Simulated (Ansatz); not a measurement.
Trial structure of B3P, not yet relaxed:

```yaml
crystal:
  lattice:
    - [2.74079, 0.00000, 0.00000]
    - [-1.37040, 2.37360, 0.00000]
    - [0.00000, 0.00000, 8.71474]
  atoms:
    - { symbol: B, position: [0.00000, 0.00000, 0.50000] }
    - { symbol: B, position: [0.66667, 0.33333, 0.26203] }
    - { symbol: B, position: [0.66667, 0.33333, 0.73797] }
    - { symbol: P, position: [0.00000, 0.00000, 0.00000] }
```

Theory: DFT PBE, scalar-relativistic, plane waves, PAW (Ansatz). Plane waves to 420 eV, a k mesh through Γ of 6×6×2 on the computed 4-atom cell and Gaussian smearing (0.10 eV); no spin polarisation.

Energies over the elements count from the elements' standard structures at the same level, with no fitted energy shifts. The references include black phosphorus.

Q: How far from equilibrium is it?

A: The pressure is -24.2 GPa (the mean over three directions, positive in compression), the largest force is 0.53 eV/Å, and the energy is +2.59 eV/atom against the elements. The shortest distance is 2.61 Å.

Q: How much does it gain on relaxing, and where does it end?

A: Relaxing gains about 1.9 eV/atom (the start's value is from the coarse mesh, so the gain is rough) in 36 ionic steps and ends at +0.71 eV/atom on the finer mesh. The symmetry stays P-6m2 (No. 187). The volume per atom shrinks by 38.5 %, from 14.2 to 8.7 Å³. The shortest distance goes from 2.61 Å (B–B) to 1.59 Å (B–B). The ratio c/a of the conventional cell changes by a factor of 0.54. Conventional cell: a = 2.870 Å, c = 4.885 Å. Around B on a site of symmetry -6m2 lie 6 B at 1.84 Å and 2 P at 2.44 Å; B on a site of symmetry 3m is surrounded by 1 B at 1.59 Å, 3 B at 1.84 Å and 3 P at 2.34 Å; P has 8 B at 2.34–2.44 Å and 6 P at 2.87 Å.

The last run used an 18×18×10 mesh (in the run's order of axes) for its 4-atom cell and Gaussian smearing of 0.10 eV. The reference form of P is held partly by dispersion forces, which this level lacks. The relaxation can't lower the symmetry of the start. A structure relaxed within its symmetry needn't be a true minimum.
